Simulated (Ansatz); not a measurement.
GeW3 in space group Fm-3m (No. 225; Ge on 4a, W on 4b, W on 8c) at seven volumes, PBE (plane waves, PAW; program Ansatz), scaled uniformly. One row is withheld.

```json
[
 {"V (Å³/atom)": "14.359", "P (GPa)": "28.98"},
 {"V (Å³/atom)": "14.833", "P (GPa)": "17.67"},
 {"V (Å³/atom)": "15.306", "P (GPa)": "?"},
 {"V (Å³/atom)": "15.780", "P (GPa)": "0.00"},
 {"V (Å³/atom)": "16.253", "P (GPa)": "-6.93"},
 {"V (Å³/atom)": "16.726", "P (GPa)": "-12.53"},
 {"V (Å³/atom)": "17.200", "P (GPa)": "-17.45"}
]
```

Problem. Fit the shown pressures and predict the withheld one.

Solution. P = (3/2)B₀(x^(7/2) − x^(5/2))[1 + (3/4)(B′ − 4)(x − 1)] with x = (V₀/V)^(2/3). Least squares on the six rows gives V₀ = 15.779 Å³/atom, B₀ = 247 GPa, B′ = 4.64. At V = 15.306, x = 1.0205 and P = 8.07 GPa. The run itself gave 8.03 GPa.

The cell is a constructed one: a structure type filled with these elements; neither database checked (COD, Materials Project) lists it. Whether it is the stable phase at ambient conditions was not checked. Symmetry was held in the PBE relaxation; its stability against distortions is not shown here. The run is not spin-polarised. Spin–orbit coupling is left out wherever it is not named.

Potentials: the later of the program's two PAW sets.
